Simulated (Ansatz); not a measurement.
Theory: DFT PBE, scalar-relativistic, plane waves, PAW in Ansatz 0.2.0. Settings: cutoff 420 eV, Γ-centred meshes spaced at most about 0.3 Å⁻¹, and about 0.25 Å⁻¹ or finer for metals (2π included), Gaussian smearing. No spin polarisation in the final relaxations.

These are static total energies at zero pressure.

Two forms of Hf2SnTe2 were relaxed alike.

A.

```yaml
crystal:
  lattice:
    - [-2.57489, 2.57489, 5.25709]
    - [2.57489, -2.57489, 5.25709]
    - [2.57489, 2.57489, -5.25709]
  atoms:
    - { symbol: Hf, position: [0.75000, 0.25000, 0.50000] }
    - { symbol: Hf, position: [0.25000, 0.75000, 0.50000] }
    - { symbol: Sn, position: [0.00000, 0.00000, 0.00000] }
    - { symbol: Te, position: [0.35506, 0.35506, 0.00000] }
    - { symbol: Te, position: [0.64494, 0.64494, 0.00000] }
```

B.

```yaml
crystal:
  lattice:
    - [2.63915, 1.52371, 5.09473]
    - [-2.63915, 1.52371, 5.09473]
    - [0.00000, -3.04742, 5.09473]
  atoms:
    - { symbol: Hf, position: [0.00648, 0.00648, 0.00648] }
    - { symbol: Hf, position: [0.62017, 0.62017, 0.62017] }
    - { symbol: Sn, position: [0.41871, 0.41871, 0.41871] }
    - { symbol: Te, position: [0.80618, 0.80618, 0.80618] }
    - { symbol: Te, position: [0.22260, 0.22260, 0.22260] }
```

Problem. Which is lower in energy, and by how much?

Solution. A is lower, by 241 meV/atom. A has space group I4/mmm (No. 139), 27.9 Å³/atom and no gap on its mesh; B has space group R3m (No. 160), 24.6 Å³/atom and no gap. Counting Te atoms around Hf and Sn (those within 1.25 times the shortest such distance or 1.15 times the sum of covalent radii; a plus sign parts nearer from farther groups; the shortest distance is added where it is long for a bond; a slash parts the counts of unlike sites), A has Hf 4, Sn 10 from 3.7 Å and B has Hf 1+3/8, Sn 4+3. The lower one is the more open, so pressure narrows the difference. Both come from invented guesses.

Spin–orbit coupling, which can matter for Hf and Te, is left out. Cells relaxed within their symmetry can be saddle points.
